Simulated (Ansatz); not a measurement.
CoPtO2: experiment and calculation

**Experimental background.**

“Nearly-free electrons in a 5d delafossite oxide metal”, 2015, arxiv:1510.02439 reports, for a powder of CoPtO2: lattice constant a 2.82259 ± 0.00005 Å; lattice constant c 17.8084 ± 0.0003 Å.

The results are compared with them further down.

All numbers below come from DFT PBE+U, scalar-relativistic, plane waves, PAW (Ansatz).

Plane waves to 420 eV, a k mesh through Γ of 18×18×18 on the computed 4-atom cell and Gaussian smearing (0.10 eV); U_eff Co 3.32 eV on the d shells (Löwdin-orthogonalised atomic orbitals); no spin polarisation.

Relaxed structure, symmetry kept:

```xyz
4
Lattice="1.4289 0.8250 5.9666 -1.4289 0.8250 5.9666 0.0000 -1.6499 5.9666" Properties=species:S:1:pos:R:3 pbc="T T T"
Co    0.0000    0.0000    8.9499
Pt    0.0000    0.0000    0.0000
O     0.0000    0.0000   15.8955
O     0.0000    0.0000    2.0043
```

| Item | Value |
| --- | --- |
| Space group | R-3m (No. 166) |
| Volume per atom | 10.55 Å³ |
| Kohn–Sham band gap | none (metal) |
| Density of states at the Fermi level | 0.40 states/eV per cell |
| Löwdin character within 0.5 eV of the Fermi level | Pt 5d 53 %, Co 3d 27 %, O 2p 8 % |
| Bader charges (e) | Co (1 in the cell) 1.38, Pt (1 in the cell) 0.47, O (2 in the cell) -0.93 |

Spin-orbit coupling is left out, which matters for the bands of heavy elements.

A ferromagnetic start lost its moments in a first run, so spin was left out; other magnetic orders weren't tried.

Against the measured lattice constant a of CoPtO2, 2.82259 Å (powder; the paper above), the calculated 2.858 Å is off by +1.2 %. 2 values of this kind are on record (2.82 to 2.82259 Å); this one was drawn at random, those with a stated uncertainty first. Measured lattice constant c of CoPtO2: 17.8084 Å (powder; the paper above). This calculation gives 17.900 Å (+0.5 %). 3 values of this kind are on record (17.8 to 17.8084 Å); this one was drawn at random among those near their median, those with a stated uncertainty first. The calculation is for 0 K without zero-point motion.

Cost: 1 run of about 3 core-minutes, on Intel Xeon Platinum 8375C (Ice Lake) (shared hosts).